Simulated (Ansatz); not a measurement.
Phases of Re at 70 GPa

Structure types of Re are relaxed in primitive cells with their symmetry kept at 70 GPa, first on PAW files, then by LAPW. The enthalpy is E + pV at zero temperature, without zero-point motion. Only the types listed were tried, and differences under about 5 meV/atom are mesh noise.

Level of theory: DFT with PBEsol, scalar-relativistic, in Ansatz 0.2.0; Fermi–Dirac smearing of 0.1 eV, no spin polarisation. LAPW: all electrons, basis error target 0.5 meV/atom; PAW: frozen-core files, cutoff 420 eV.

k meshes: fcc 18×18×18, bcc 18×18×18, hcp 17×17×9, omega 9×9×12, simple hexagonal 17×17×16, sc 16×16×16.

Spin–orbit coupling is left out, which matters for the heavy atoms. The PAW files were made under PBE.

Problem. Which type is lowest in enthalpy, and by how much?

Solution. hcp, 89 meV/atom below fcc. The whole table:

| start type | ends as | a, b, c (Å) | V (Å³/atom) | H − H(lowest), LAPW (meV/atom) | same, PAW |
| --- | --- | --- | --- | --- | --- |
| fcc | fcc, Fm-3m | 3.710, 3.710, 3.710 | 12.77 | 88.5 | 88.6 |
| bcc | bcc, Im-3m | 2.949, 2.949, 2.949 | 12.82 | 375.1 | 375.0 |
| hcp | hcp, P6_3/mmc | 2.631, 2.631, 4.246 | 12.73 | 0.0 | 0.0 |
| omega | omega, P6/mmm | 4.157, 4.157, 2.578 | 12.86 | 262.3 | 262.6 |
| simple hexagonal | simple hexagonal, P6/mmm | 2.589, 2.589, 2.326 | 13.50 | 1517.2 | 1519.0 |
| sc | sc, Pm-3m | 2.410, 2.410, 2.410 | 14.00 | 2173.8 | 2175.5 |

Problem. Split the lead of hcp over fcc into energy and pV.

Solution. For fcc less hcp: ΔE = +72.6 meV/atom, and p·ΔV = 70 GPa × +0.0365 Å³ × 6.242 meV/(GPa·Å³) = +16.0 meV/atom, together 88.6 meV/atom. hcp wins on both counts.
